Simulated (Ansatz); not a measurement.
Phases of Sr at 0.28 GPa

Structure types of Sr are relaxed in primitive cells with their symmetry kept at 0.28 GPa, first on PAW files, then by LAPW. The enthalpy is E + pV at zero temperature, without zero-point motion. Only the types listed were tried, and differences under about 5 meV/atom are mesh noise.

Level of theory: DFT with PBEsol, scalar-relativistic, in Ansatz 0.2.0; Fermi–Dirac smearing of 0.05 eV, no spin polarisation. LAPW: all electrons, basis error target 0.5 meV/atom; PAW: frozen-core files, cutoff 420 eV.

k meshes: fcc 11×11×11, bcc 12×12×12, hcp 11×11×6, omega 6×6×8, simple hexagonal 11×11×10, diamond 9×9×9.

The PAW files were made under PBE.

**Question.** Which type is lowest in enthalpy, and by how much?

**Answer.** fcc, 3 meV/atom below bcc, which is within the noise of the k meshes. The whole table:

| start type | ends as | a, b, c (Å) | V (Å³/atom) | H − H(lowest), LAPW (meV/atom) | same, PAW |
| --- | --- | --- | --- | --- | --- |
| fcc | fcc, Fm-3m | 5.878, 5.878, 5.878 | 50.77 | 0.0 | 0.0 |
| bcc | bcc, Im-3m | 4.637, 4.637, 4.637 | 49.86 | 3.4 | 3.4 |
| hcp | hcp, P6_3/mmc | 4.162, 4.162, 6.826 | 51.19 | 7.2 | 7.1 |
| omega | omega, P6/mmm | 6.666, 6.666, 3.961 | 50.81 | 60.7 | 60.7 |
| simple hexagonal | simple hexagonal, P6/mmm | 3.965, 3.965, 3.699 | 50.37 | 219.6 | 219.6 |
| diamond | diamond, Fd-3m | 9.116, 9.116, 9.116 | 94.68 | 1124.5 | 1124.4 |
